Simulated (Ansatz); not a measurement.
# W: energy along a strain

W, Fm-3m, a = 4.060 Å (as given, not relaxed at this level: -12.6 GPa). This isn't the element's structure at ambient conditions. Ansatz: PBEsol, PAW, 420 eV, Γ-centred 20×20×20 mesh on 1 atom, Gaussian smearing 0.15 eV; no spin polarisation. Cell vectors (Å): 0.000 2.030 2.030; 2.030 0.000 2.030; 2.030 2.030 0.000. The cell is strained by x per cent times the pattern (0 1 0 0 0 0) in the order xx yy zz yz xz xy (engineering shears), with fractional coordinates held. y is the free energy over the start, V0 = 16.731 Å³/atom. Points with a strain past 8.5 % were computed too (3) and aren't used here.

| x (%) | y (meV/atom) |
| --- | --- |
| -7.50 | ? |
| -5.00 | -60.18 |
| -2.50 | -32.10 |
| 0.00 | 0.00 |
| 2.50 | 34.13 |
| 5.00 | 74.42 |
| 7.50 | 123.82 |

**Question.** Fit y = c1 x + c2 x² + c3 x³ to the other rows, get the stiffness along the pattern, and predict the missing energy.

**Answer.** Least squares on the rows shown. y = 12.893 x + 0.28572 x² + 0.025732 x³. The clamped-ion stiffness p·C·p = 2 × 2.857 eV × 160.2 / 16.731 Å³ = 55 GPa, which is C22 in these axes (C11 of the cubic crystal) (second derivative at the start, which stands under stress). With a term in x⁴ added, the coefficient of x² becomes 0.2004, 30 % less, which shows how far this figure hangs on the form. At x = -7.50 the fit asked for gives -91.48 meV/atom. The run gave -80.24 meV/atom, so the fit is 11.24 meV/atom too low, 5.5 % of the span of the series, against an rms of 0.63 meV/atom on the fitted rows. The row lies outside the fitted range. With a term in x⁴ added, a fit to the same known rows predicts -81.41 meV/atom, so most of the miss is curvature that the known rows already hold.

Spin–orbit coupling is left out, which can shift energies with elements as heavy as these.